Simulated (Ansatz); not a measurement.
## TeAu: stable or not

The cell was found from a structure generator's guess, not taken from experiment.

The calculation used DFT PBE, scalar-relativistic, plane waves, PAW (Ansatz 0.2.0). The final run on the 2-atom cell used 420 eV, a Γ-centred 16×16×16 mesh, 0.10 eV smearing and no spin polarisation.

```cif
data_structure
_symmetry_space_group_name_H-M 'F-43m'
_symmetry_Int_Tables_number 216
_cell_length_a 6.2727
_cell_length_b 6.2727
_cell_length_c 6.2727
_cell_angle_alpha 90.000
_cell_angle_beta 90.000
_cell_angle_gamma 90.000
_cell_volume 246.82
loop_
_atom_site_label
_atom_site_type_symbol
_atom_site_symmetry_multiplicity
_atom_site_Wyckoff_symbol
_atom_site_fract_x
_atom_site_fract_y
_atom_site_fract_z
_atom_site_occupancy
Te1 Te 4 a 0.00000 0.00000 0.00000 1
Au1 Au 4 d 0.25000 0.25000 0.75000 1
```

The zero of energy is the elements' standard structures at the same level; no fitted shifts are applied.

Task: These tests were run: energy against the elements; phonons at Γ. What do they show?

Result:

```tsv
test	result
energy against the elements	−0.01 eV/atom
phonons at Γ	lowest optical mode 119 cm⁻¹
```

It fails none of these tests outright. Whether a mixture of other phases lies lower isn't tested here. Phonons away from Γ weren't computed. Undecided within the accuracy: energy against the elements.

For metals, differences of a few meV/atom aren't resolved. These runs have no spin–orbit coupling, which can matter for Au and Te. The cell is a metal run without spin; a magnetic state may lie lower. The reference form of Te is held partly by dispersion forces, which this level lacks. The run for the phonons used a 16×16×16 k mesh and Fermi–Dirac smearing of 0.15 eV.
